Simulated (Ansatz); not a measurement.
MgO:
```cif
data_MgO
_chemical_formula_sum 'Mg1 O1'
_space_group_name_H-M_alt 'Pm-3m'
_space_group_IT_number 221
_space_group_name_Hall '-P 4 2 3'
_cell_length_a 2.62341
_cell_length_b 2.62341
_cell_length_c 2.62341
_cell_angle_alpha 90.000
_cell_angle_beta 90.000
_cell_angle_gamma 90.000
loop_
_atom_site_label
_atom_site_type_symbol
_atom_site_symmetry_multiplicity
_atom_site_Wyckoff_symbol
_atom_site_fract_x
_atom_site_fract_y
_atom_site_fract_z
_atom_site_occupancy
Mg1 Mg 1 a 0.00000 0.00000 0.00000 1
O1 O 1 b 0.50000 0.50000 0.50000 1
```

Relaxed with r²SCAN. Plane-wave PAW r²SCAN (Ansatz code) gives a gap of 3.49 eV.

### Question
What gap does HSE06 give on the same cell (Ansatz, PAW)?

### Answer
4.19 eV, 0.70 eV more. The hybrid was solved on a coarser mesh and at special points; its gap is the smallest among all of these.

```
k  v1 r²SCAN  c1 r²SCAN  v1 HSE06  c1 HSE06
-  ---------  ---------  --------  --------
Γ      -1.05       3.49     -1.10      4.19
R      -3.78       8.47       ___       ___
M       0.00       5.94       ___       ___
X      -0.59       8.05       ___       ___
```

### Question
Top valence (v1) and lowest conduction level (c1) in eV from each method's valence maximum (which need not be a listed point): supply the withheld HSE06 values.

### Answer

- R, v1 HSE06: -3.96
- R, c1 HSE06: 9.25
- M, v1 HSE06: 0.00
- M, c1 HSE06: 6.63
- X, v1 HSE06: -0.61
- X, c1 HSE06: 8.87

Cost on shared cores: the r²SCAN run (SCF on a 10×10×10 mesh, then bands and DOS) roughly 15 core-seconds, the HSE06 run (SCF on 8×8×8, then a few points) roughly 60 core-seconds; the tasks are unlike.

This is a known high-pressure phase of the composition, computed here at zero pressure and temperature. Symmetry was held in the r²SCAN relaxation. At this level the phase is mechanically unstable.

Potentials: the later of the program's two PAW sets.
